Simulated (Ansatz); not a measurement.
YGa₃Ru in space group Pm-3m (No. 221; Y on 3c, Ga on 1b, Ga on 8g, Ru on 3d), PBE (plane waves, PAW; program Ansatz), all energies at zero smearing, with the estimated change up to a 700 eV cutoff added, with one set of potentials and settings (totals compare only within such a set). Cell of 15 atoms (3 Y, 9 Ga, 3 Ru): -63237.954 eV.

```
element                reference phase  E (eV/atom)
-------  -----------------------------  -----------
Y        P6_3/mmc, 2 atoms in the cell   -3848.6668
Ga           Cmce, 4 atoms in the cell   -3783.0209
Ru       P6_3/mmc, 2 atoms in the cell   -5878.6876
```

Formation energy per atom, worked out: (-63237.954 − 3×(-3848.6668) − 9×(-3783.0209) − 3×(-5878.6876))/15 = -0.580 eV/atom (-56 kJ per mol of atoms), at 0 K, without zero-point energy or fitted corrections.

The first step of the workflow began from a Materials Project structure, measured or hypothetical; the Crystallography Open Database copy checked does not list it. Whether it is the stable phase at ambient conditions was not checked. The PBE relaxation kept the symmetry of its start; whether a distortion lowers the energy is not shown. The run is not spin-polarised. The references are the lowest solids computed at this level, not always the standard phases.

Potentials: the later of the program's two PAW sets.
